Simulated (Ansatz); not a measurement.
# Cold compression of Ba₂S (CdCl2 type)

```xyz
3
Lattice="2.1861 -1.2621 7.6847 0.0000 2.5243 7.6847 -2.1861 -1.2621 7.6847" Properties=species:S:1:pos:R:3 pbc="T T T"
S     0.0000    0.0000    0.0000
Ba    0.0000    0.0000    5.8970
Ba    0.0000    0.0000   17.1571
```

The cell comes from a relaxation on PAW files under the same functional, begun from a prototype that needn't be the stable phase.

Its volume is scaled, and at each volume shape and atoms are relaxed on PAW files; all methods then take that cell.

All numbers are PBEsol results (scalar-relativistic) from Ansatz 0.2.0, with a Γ-centred 9×9×9 k mesh, Fermi–Dirac smearing of 0.05 eV, no spin polarisation. Methods: LAPW: all electrons, basis error target 0.5 meV/atom; PAW: frozen-core files, cutoff 420 eV.

Energies are extrapolated to zero smearing and count from the unscaled cell; pressure is positive in compression; gaps take the mesh and a band path. No temperature or zero-point motion is included.

Spin–orbit coupling is left out, which matters for the heavy atoms. The PAW files were made under PBE.

```json
{"V/V0": "1.00", "V (Å³/atom)": "42.41", "P LAPW (GPa)": "0.02", "ΔE LAPW (eV/atom)": "0.000", "P PAW − LAPW (GPa)": "0.00", "ΔE PAW − LAPW (meV/atom)": "0.0", "space group": "R-3m", "shortest distance (Å)": "3.093"}
{"V/V0": "0.60", "V (Å³/atom)": "25.44", "P LAPW (GPa)": "14.04", "ΔE LAPW (eV/atom)": "0.586", "P PAW − LAPW (GPa)": "-0.01", "ΔE PAW − LAPW (meV/atom)": "-0.2", "space group": "R-3m", "shortest distance (Å)": "2.859"}
{"V/V0": "0.50", "V (Å³/atom)": "21.20", "P LAPW (GPa)": "31.1", "ΔE LAPW (eV/atom)": "?", "P PAW − LAPW (GPa)": "0.00", "ΔE PAW − LAPW (meV/atom)": "-0.3", "space group": "R-3m", "shortest distance (Å)": "2.749"}
```

Task: What belongs in the row "0.50", column "ΔE LAPW (eV/atom)"?

Result: 1.149.
